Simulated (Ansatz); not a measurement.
HfS$_{2}$:
```cif
data_Hf4S8
_chemical_formula_sum 'Hf4 S8'
_space_group_name_H-M_alt 'P 1'
_space_group_IT_number 1
_cell_length_a 6.32147
_cell_length_b 5.97829
_cell_length_c 6.07669
_cell_angle_alpha 90.000
_cell_angle_beta 90.000
_cell_angle_gamma 90.000
loop_
_space_group_symop_operation_xyz
  'x, y, z'
loop_
_atom_site_label
_atom_site_type_symbol
_atom_site_fract_x
_atom_site_fract_y
_atom_site_fract_z
_atom_site_occupancy
Hf1 Hf 0.05860 0.28033 0.25024 1
Hf2 Hf 0.94140 0.71967 0.75024 1
Hf3 Hf 0.44140 0.28033 0.75024 1
Hf4 Hf 0.55860 0.71967 0.25024 1
S1 S 0.38498 0.08626 0.36263 1
S2 S 0.61502 0.91374 0.86263 1
S3 S 0.11502 0.08626 0.86263 1
S4 S 0.88498 0.91374 0.36263 1
S5 S 0.75184 0.43221 0.50013 1
S6 S 0.24816 0.56779 0.00013 1
S7 S 0.74816 0.43221 0.00013 1
S8 S 0.25184 0.56779 0.50013 1
```

Relaxed with PBEsol.

Task: Which orbitals make up the states near the band edges in the program Ansatz at the PBEsol level (PAW)?

Result: Top 1 eV of the valence band: S 3p 83 %, Hf 5d 13 %. Bottom 1 eV of the conduction band: Hf 5d 78 %, S 3p 12 %, outside the projected shells 6 %. Projections are on Löwdin-orthogonalised atomic valence shells; empty p or d shells of many metals are not among them.

Task: Tabulate the density of states.

Result: States/eV per cell of 12 atoms, in 0.25 eV bins, energy from the valence-band maximum.

| E (eV) | total | S 3p | Hf 5d | S 3s |
|---|---|---|---|---|
| -7.85 | 0.00 | 0.00 | 0.00 | 0.00 |
| -7.60 | 0.00 | 0.00 | 0.00 | 0.00 |
| -7.35 | 0.00 | 0.00 | 0.00 | 0.00 |
| -7.10 | 0.00 | 0.00 | 0.00 | 0.00 |
| -6.85 | 0.00 | 0.00 | 0.00 | 0.00 |
| -6.60 | 0.00 | 0.00 | 0.00 | 0.00 |
| -6.35 | 0.05 | 0.04 | 0.01 | 0.00 |
| -6.10 | 2.37 | 1.65 | 0.34 | 0.04 |
| -5.85 | 5.36 | 3.71 | 0.80 | 0.13 |
| -5.60 | 4.97 | 3.46 | 0.75 | 0.16 |
| -5.35 | 5.03 | 3.53 | 0.85 | 0.17 |
| -5.10 | 8.84 | 6.31 | 1.76 | 0.22 |
| -4.85 | 7.98 | 5.73 | 1.69 | 0.16 |
| -4.60 | 12.11 | 8.66 | 2.82 | 0.21 |
| -4.35 | 10.92 | 7.87 | 2.38 | 0.23 |
| -4.10 | 7.59 | 5.41 | 1.76 | 0.14 |
| -3.85 | 7.73 | 5.55 | 1.72 | 0.16 |
| -3.60 | 7.52 | 5.42 | 1.59 | 0.18 |
| -3.35 | 9.10 | 6.75 | 1.78 | 0.20 |
| -3.10 | 6.63 | 4.89 | 1.40 | 0.13 |
| -2.85 | 10.79 | 7.97 | 2.25 | 0.22 |
| -2.60 | 9.34 | 7.02 | 1.86 | 0.15 |
| -2.35 | 10.52 | 7.89 | 2.15 | 0.14 |
| -2.10 | 11.36 | 8.68 | 2.20 | 0.13 |
| -1.85 | 11.72 | 9.09 | 2.19 | 0.11 |
| -1.60 | 6.22 | 4.73 | 1.20 | 0.10 |
| -1.35 | 6.43 | 5.10 | 1.05 | 0.09 |
| -1.10 | 9.57 | 7.59 | 1.58 | 0.13 |
| -0.85 | 9.47 | 7.72 | 1.37 | 0.11 |
| -0.60 | 7.98 | 6.77 | 0.90 | 0.09 |
| -0.35 | 2.25 | 1.97 | 0.19 | 0.03 |
| -0.10 | 0.17 | 0.15 | 0.01 | 0.00 |
| 0.15 | 0.00 | 0.00 | 0.00 | 0.00 |
| 0.40 | 0.00 | 0.00 | 0.00 | 0.00 |
| 0.65 | 0.00 | 0.00 | 0.00 | 0.00 |
| 0.90 | 0.00 | 0.00 | 0.00 | 0.00 |
| 1.15 | 2.16 | 0.23 | 1.70 | 0.03 |
| 1.40 | 9.55 | 1.12 | 7.50 | 0.16 |
| 1.65 | 11.71 | 1.38 | 9.22 | 0.20 |
| 1.90 | 7.18 | 0.86 | 5.52 | 0.16 |
| 2.15 | 5.63 | 0.80 | 4.10 | 0.14 |
| 2.40 | 11.57 | 1.77 | 8.19 | 0.39 |
| 2.65 | 9.24 | 1.52 | 6.43 | 0.32 |
| 2.90 | 9.47 | 1.53 | 6.66 | 0.41 |
| 3.15 | 6.60 | 0.87 | 4.63 | 0.49 |
| 3.40 | 7.75 | 1.21 | 5.16 | 0.60 |
| 3.65 | 8.65 | 1.48 | 5.45 | 0.69 |
| 3.90 | 7.55 | 1.43 | 4.63 | 0.57 |
| 4.15 | 11.35 | 2.60 | 6.42 | 0.76 |
| 4.40 | 11.07 | 2.71 | 5.91 | 0.66 |
| 4.65 | 6.65 | 1.73 | 3.54 | 0.37 |
| 4.90 | 5.74 | 1.53 | 2.97 | 0.32 |
| 5.15 | 5.95 | 1.62 | 2.94 | 0.30 |
| 5.40 | 6.17 | 1.74 | 2.83 | 0.24 |
| 5.65 | 6.78 | 1.91 | 2.74 | 0.27 |

Space group Pca2_1. The start of the workflow was typed in or built on a structure type; neither database checked (COD, Materials Project) lists it. Its standing as an ambient phase is unchecked. Symmetry was held in the PBEsol relaxation; whether a distortion lowers the energy is not shown. No spin polarisation was allowed. Scalar-relativistic: spin–orbit coupling is off unless named, which matters more the heavier the elements.

Potentials: the earlier of the program's two PAW sets. The files were generated under PBE; for other functionals the program regenerates the frozen cores, and for LDA and PBEsol the local potential too.
